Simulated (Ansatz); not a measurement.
Polymorphs of RuW, each relaxed with the program Ansatz at the PBEsol level (PAW):

A: Cmcm
a = 2.750 Å, b = 9.960 Å, c = 4.290 Å, α = 90.00°, β = 90.00°, γ = 90.00°

```csv
atom,site,symmetry,x,y,z
W,4c,m2m,0.0000,0.3281,0.2500
Ru,4c,m2m,0.0000,0.0684,0.2500
```

B: rock salt (Fm-3m)
a = 5.075 Å, b = 5.075 Å, c = 5.075 Å, α = 90.00°, β = 90.00°, γ = 90.00°

```
atom  site  symmetry       x       y       z
----  ----  --------  ------  ------  ------
Ru      4a      m-3m  0.0000  0.0000  0.0000
W       4b      m-3m  0.5000  0.5000  0.5000
```

**Question.** Rank these by energy per atom at 0 K (lowest first), as PBEsol gives it.

**Answer.** A (+0 meV/atom), B (+844 meV/atom)

Typed or built starts, not in the databases checked: A; B. Unstable at this level: B. All cells were relaxed under the symmetry of their starts (and spin orders); stability against distortions was not tested throughout. Named crystals with no word on spin ran without spin polarisation. Spin–orbit coupling is left out wherever it is not named.

Energies hold the estimated change up to a 700 eV cutoff; steps of a few meV lie near the error of the meshes.

Potentials: the earlier of the program's two PAW sets. The files were generated under PBE; for other functionals the program regenerates the frozen cores, and for LDA and PBEsol the local potential too.
